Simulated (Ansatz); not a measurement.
SrO:
```yaml
crystal:
  lattice:
    - [0.00000, 2.57674, 2.57674]
    - [2.57674, 0.00000, 2.57674]
    - [2.57674, 2.57674, 0.00000]
  atoms:
    - { symbol: Sr, position: [0.50000, 0.50000, 0.50000] }
    - { symbol: O, position: [0.00000, 0.00000, 0.00000] }
```

Relaxed with HSE06. Special points in fractions of this cell's reciprocal vectors: Γ (0.000, 0.000, 0.000); X (0.500, 0.000, 0.500); U (0.625, 0.250, 0.625); K (0.375, 0.375, 0.750); L (0.500, 0.500, 0.500); W (0.500, 0.250, 0.750).

Q: List the band energies nearest the valence-band maximum at these points for HSE06 (plane waves, PAW; program Ansatz).

A: In eV from the valence-band maximum; about four levels below and three above (degenerate sets whole), none deeper than 8.9 eV; points with the same levels are listed once.

```tsv
k	below	above
Γ	0.00 0.00 0.00	5.44 7.91 7.91 7.91
X	-0.46 -0.09 -0.09	4.79 9.56 12.05
U	-0.97 -0.59 -0.49	6.35 9.62 10.54
L	-2.22 -1.16 -1.16	8.26 9.91 10.73 10.73
W	-1.17 -0.44 -0.44	7.64 7.64 10.43
```

Space group Fm-3m (rock salt). The cell was relaxed with HSE06 under the symmetry of its start. The hybrid was solved on a coarse mesh, the path and, where they were found, the r²SCAN edge points; its band edges are the extreme levels among these. Spin–orbit coupling is left out wherever it is not named.

Potentials: the later of the program's two PAW sets.
